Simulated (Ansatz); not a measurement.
Ba (bcc, W type)

```yaml
crystal:
  lattice:
    - [-2.51000, 2.51000, 2.51000]
    - [2.51000, -2.51000, 2.51000]
    - [2.51000, 2.51000, -2.51000]
  atoms:
    - { symbol: Ba, position: [0.00000, 0.00000, 0.00000] }
```

Method: PBE (plane waves to 420 eV, PAW, scalar-relativistic; Ansatz, a quantum-chemistry and plane-wave program). DFPT wavenumbers on a 14×14×14 k mesh, in cm⁻¹ and rounded to 5; i marks imaginary ones, q is in fractions of the reciprocal vectors of the cell shown, and the three acoustic modes at Γ are left out. Ba was relaxed with its symmetry unable to fall. The PAW data are Ansatz's earlier set.

Q: Is the structure dynamically stable at N = (0.5, 0.0, 0.0), H = (0.5, 0.5, 0.5)?

A: No imaginary mode at these points (lowest 25 cm⁻¹ at N = (0.5, 0.0, 0.0)); other wave vectors were not tested.

Q: List the wavenumbers at N = (0.5, 0.0, 0.0), H = (0.5, 0.5, 0.5), with degeneracies.

A: 
```json
[
 {"q": "N = (0.5, 0.0, 0.0)", "wavenumbers (cm⁻¹)": "25, 50, 75"},
 {"q": "H = (0.5, 0.5, 0.5)", "wavenumbers (cm⁻¹)": "75 (×3)"}
]
```
